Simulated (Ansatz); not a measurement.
Relaxed La (dhcp type, space group P6_3/mmc):

```xyz
8
Lattice="7.5407 0.0000 0.0000 -1.8852 3.2652 0.0000 0.0000 0.0000 12.0810" Properties=species:S:1:pos:R:3 pbc="T T T"
La     0.0000     0.0000     0.0000
La     3.7703     0.0000     0.0000
La     0.0000     0.0000     6.0405
La     3.7703     0.0000     6.0405
La     0.0000     2.1768     3.0202
La     3.7703     2.1768     3.0202
La     1.8852     1.0884     9.0607
La     5.6555     1.0884     9.0607
```

The atoms are displaced by Q × the pattern below (from a DFPT mode at M = (0.5, 0.0, 0.0), largest move 1; Q in Å), at fixed cell. (q is in reciprocal vectors of the primitive cell; the cell shown is doubled to hold the pattern.)

```tsv
atom	x	y	z
La1	-0.114	-0.066	-0.991
La2	0.114	0.066	0.991
La3	-0.114	-0.066	0.991
La4	0.114	0.066	-0.991
La5	-0.440	-0.254	0.000
La6	0.440	0.254	0.000
La7	0.440	0.254	0.000
La8	-0.440	-0.254	0.000
```

All values below come from PBE (plane waves to 420 eV, PAW, scalar-relativistic; Ansatz, an electronic-structure program). k mesh 7×14×4 (Γ-centred), Fermi-Dirac smearing 0.05 eV. The energy includes the smearing's −TS. With partly filled bands, energies and forces of such displacements shift with the k mesh and the smearing. La is run without spin polarisation. La was relaxed with its symmetry unable to fall. ΔE is measured from the undisplaced structure. The last digit holds for this mesh only.

```
Q (Å)    ΔE (meV/cell)
-------  -------------
-0.2800          181.2
-0.2333          119.0
-0.1867           71.2
-0.1400           37.0
-0.0933       withheld
-0.0467            3.6
0.0000             0.0
0.0467             3.6
0.0933        withheld
0.1400            37.0
0.1867            71.2
0.2333           119.0
0.2800           181.2
```

Problem. Fit an even polynomial form (powers 2, 4, 6) to the given rows and predict ΔE at Q = -0.0933.

Solution. Least squares on the 11 given rows: ΔE = (1665)·Q² + (12700)·Q⁴ + (-56930)·Q⁶, in meV/cell with Q in Å; root-mean-square residual 0.09 meV/cell. At -0.0933 the fit gives 15.4 meV/cell; the calculation gives 15.2 meV/cell, so the interpolation is off by 0.2 (+1.3 %). The quadratic term alone would give 14.5 meV/cell.

(A displaced cell: forces are minus the slopes of the energy, force constants its curvatures, and phonons follow from these.)
